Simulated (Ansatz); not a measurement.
BeS:
```
CELL_PARAMETERS angstrom
      3.27103     0.00000     0.00000
     -1.63551     2.83279     0.00000
      0.00000     0.00000     5.20655
ATOMIC_POSITIONS crystal
  Be 0.00000 0.00000 0.00000
  Be 0.00000 0.00000 0.50000
  S  0.33333 0.66667 0.25000
  S  0.66667 0.33333 0.75000
```

Tensor components refer to the Cartesian frame of this cell.

Q: Give the high-frequency dielectric tensor and the Born effective charge tensors of the independent atoms from DFPT, PBEsol in the plane-wave PAW code Ansatz.

A: 
ε∞:
```
9.00  0.00  0.00
0.00  9.00  0.00
0.00  0.00  9.92
```
Z* of atom 1 (Be), rows: field, columns: displacement, in e:
```
2.63  0.00  0.00
0.00  2.63  0.00
0.00  0.00  2.83
```
Z* of atom 3 (S), rows: field, columns: displacement, in e:
```
-2.63   0.00   0.00
 0.00  -2.63   0.00
 0.00   0.00  -2.83
```

Space group P6_3/mmc (NiAs type). This is a known high-pressure phase of the composition, computed here at zero pressure and temperature. Symmetry was held in the PBEsol relaxation. At this level the phase is dynamically unstable (imaginary phonons).

Potentials: the earlier of the program's two PAW sets. The files were generated under PBE; for other functionals the program regenerates the frozen cores, and for LDA and PBEsol the local potential too.
